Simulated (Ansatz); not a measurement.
## Relaxing a structure of Pt

The start is a generated cell, Pt placed in the AFLOW prototype A_hR3_166_ac (C19, as in Sm). Cell shape, volume and atoms are optimised at zero target pressure with PBEsol (plane waves to 420 eV, PAW, scalar-relativistic; Ansatz, a quantum-chemistry and plane-wave program). First-step values are on the input's coarse k-mesh.

Ansatz input (later rounds restart from its end on a renewed k-mesh):
Ansatz 0.2 input:
```yaml
crystal:
  lattice:
    - [1.392144, 0.8037547, 6.7291549]
    - [-1.392144, 0.8037547, 6.7291549]
    - [0, -1.6075094, 6.7291549]
  atoms:
    - { symbol: Pt, position: [0, 0, 0] }
    - { symbol: Pt, position: [0.22222, 0.22222, 0.22222] }
    - { symbol: Pt, position: [0.77778, 0.77778, 0.77778] }
basis: { ecutwfc: 420, ecutrho_ratio: 4, xc_grid: 2, fft_grid_basis: typed }
kpoints: { mp_grid: { grid: [13, 13, 13] } }
hamiltonian:
  xc: pbesol
  dispersion: none
  pseudopotentials: { kind: paw }
scf: { occupations: { method: fermi_dirac, width: 0.05 } }
relax: { f_tol: 0.01, max_steps: 100, cell: { stress_tol: 0.02 } }
output: { forces: true, stress: true }
```

**Question.** What is the largest force in the starting geometry, and on which atom (counted from 1)?

**Answer.** 0.25 eV/Å, on Pt2, Pt3 (atoms numbered as listed).

**Question.** How much energy is released per atom?

**Answer.** 0.01 eV/atom.

**Question.** How do the shortest distances between atoms change?

**Answer.** The closest pairs of elements (up to four, under 3.6 Å), start → end: Pt–Pt 2.76 → 2.74 Å.

**Question.** Is the relaxed structure metallic? Give its gap.

**Answer.** No gap (metallic).

**Question.** Give the final cell and atomic positions.

**Answer.** 
```cif
data_Pt9
_chemical_formula_sum 'Pt9'
_space_group_name_H-M_alt 'R-3m :H'
_space_group_IT_number 166
_space_group_name_Hall '-R 3 2"'
_cell_length_a 2.74373
_cell_length_b 2.74373
_cell_length_c 20.84006
_cell_angle_alpha 90.000
_cell_angle_beta 90.000
_cell_angle_gamma 120.000
loop_
_atom_site_label
_atom_site_type_symbol
_atom_site_symmetry_multiplicity
_atom_site_Wyckoff_symbol
_atom_site_fract_x
_atom_site_fract_y
_atom_site_fract_z
_atom_site_occupancy
Pt1 Pt 3 a 0.00000 0.00000 0.00000 1
Pt2 Pt 6 c 0.00000 0.00000 0.22268 1
```
(The calculation used a cell of 3 atoms; values per cell refer to that cell.)

The space group stays R-3m (No. 166) (the run could not lower it); the end is AFLOW prototype A_hR3_166_ac (C19, as in Sm), with 3 atoms in the primitive cell. Final values are on a 20×20×20 k-mesh of the relaxed cell. No spin polarisation in the result.

The run could not lower the symmetry of its start; a shaken copy of this end point relaxes with PBEsol to I4/mmm (No. 139), 0.03 eV/atom lower.

The relaxed structure here is a generated cell of Pt: the first start was made by placing the elements on the sites of a structure type, and the end was not matched to a known phase here, so it may be hypothetical. Known forms of Pt include space group No. 225.
